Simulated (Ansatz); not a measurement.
RbLuS$_{2}$:
```
RbLuS2
1.0
    1.98753     1.14750     7.63899
   -1.98753     1.14750     7.63899
    0.00000    -2.29501     7.63899
Lu S Rb
1 2 1
Direct
  0.50000   0.50000   0.50000
  0.22974   0.22974   0.22974
  0.77026   0.77026   0.77026
  0.00000   0.00000   0.00000
```

Relaxed with r²SCAN. Special points in fractions of this cell's reciprocal vectors: Γ (0.000, 0.000, 0.000); T (0.500, 0.500, 0.500); H2 (0.818, 0.182, 0.500); H0 (0.500, -0.182, 0.182); L (0.500, 0.000, 0.000); S0 (0.341, -0.341, 0.000); S2 (0.659, 0.000, 0.341); F (0.500, 0.000, 0.500).

List the band energies nearest the valence-band maximum at these points for r²SCAN with spin–orbit coupling in the plane-wave PAW code Ansatz.

In eV from the valence-band maximum; about four levels below and three above (degenerate sets whole), none deeper than 8.9 eV; points with the same levels are listed once.

```csv
k,below,above
Γ,-0.09 -0.09 0.00 0.00,3.61 3.61 4.09 4.09
T,-0.18 -0.18 -0.09 -0.09,4.12 4.12 4.19 4.19
H2,-1.39 -1.39 -1.35 -1.35,4.17 4.17 5.02 5.02
L,-1.29 -1.29 -0.99 -0.99,3.12 3.12 4.60 4.60
S0,-1.41 -1.41 -1.33 -1.33,4.19 4.19 5.10 5.10
F,-0.95 -0.95 -0.82 -0.82,2.62 2.62 5.16 5.16
```

Space group R-3m. The workflow started from an entry of the Crystallography Open Database (COD, 293 K). Its standing as an ambient phase is unchecked. Symmetry was held in the r²SCAN relaxation; its stability against distortions is not shown here.

Potentials: the later of the program's two PAW sets.
